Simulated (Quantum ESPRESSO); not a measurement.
# MgF$_{2}$ (changed cell): magnetic shieldings

```
CELL_PARAMETERS angstrom
      4.66135     0.00000     0.00000
      0.00000     4.66135     0.00000
      0.00000     0.00000     2.98682
ATOMIC_POSITIONS crystal
  Mg 0.50000 0.50000 0.50000
  Mg 0.00000 0.00000 0.00000
  F  0.69880 0.69880 0.00000
  F  0.30120 0.30120 0.00000
  F  0.80120 0.19880 0.50000
  F  0.19880 0.80120 0.50000
```
The cell was made here from a computed Materials Project entry: strained by -2 % along the unique axis and by +1 % across it, atoms relaxed (PBE without dispersion, pw.x of a modified build of Quantum ESPRESSO, symmetry kept). The parent is MgF2 in P4₂/mnm. Stability against distortions was not tested.

Computed: shieldings by PBE GIPAW (Quantum ESPRESSO, JTH PAW datasets), 22.5 Ha, k-mesh 3×3×5 shifted, f-sum rule met within 0.005 %.

| site | site symmetry | σ_iso (ppm) |
|---|---|---|
| Mg (atoms 1, 2) | mmm | 556 |
| F (atoms 3, 4, 5, 6) | m2m | 355 |

These are absolute shieldings with no macroscopic susceptibility term; δ = σ_ref − σ needs a reference computed alike. By our sweeps, such settings leave a few ppm in absolute σ. No d partial waves on Mg: the paramagnetic term there is incompletely reconstructed.
